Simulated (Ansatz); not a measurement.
Br (simple cubic, space group No. 221) at seven volumes, PBE+D3(BJ) (plane waves, PAW; program Ansatz), shape and atoms relaxed at each. One row is withheld.

```json
[
 {"V (Å³/atom)": "25.836", "P (GPa)": "4.24"},
 {"V (Å³/atom)": "26.688", "P (GPa)": "2.55"},
 {"V (Å³/atom)": "27.540", "P (GPa)": "1.16"},
 {"V (Å³/atom)": "28.392", "P (GPa)": "0.00"},
 {"V (Å³/atom)": "29.243", "P (GPa)": "-0.96"},
 {"V (Å³/atom)": "30.095", "P (GPa)": "-1.74"},
 {"V (Å³/atom)": "30.947", "P (GPa)": "?"}
]
```

Problem. Fit the shown pressures and predict the withheld one.

Solution. P = (3/2)B₀(x^(7/2) − x^(5/2))[1 + (3/4)(B′ − 4)(x − 1)] with x = (V₀/V)^(2/3). Least squares on the six rows gives V₀ = 28.392 Å³/atom, B₀ = 35.0 GPa, B′ = 5.33. At V = 30.947, x = 0.9442 and P = -2.40 GPa. The run itself gave -2.39 GPa.

Space group Pm-3m (simple cubic). The cell is a constructed one: a structure type filled with these elements; neither database checked (COD, Materials Project) lists it. It is not the usual solid phase (space group No. 64). Symmetry was held in the PBE+D3(BJ) relaxation. At this level the phase is mechanically unstable. The substance is a gas or liquid at ambient conditions.

Potentials: the later of the program's two PAW sets.
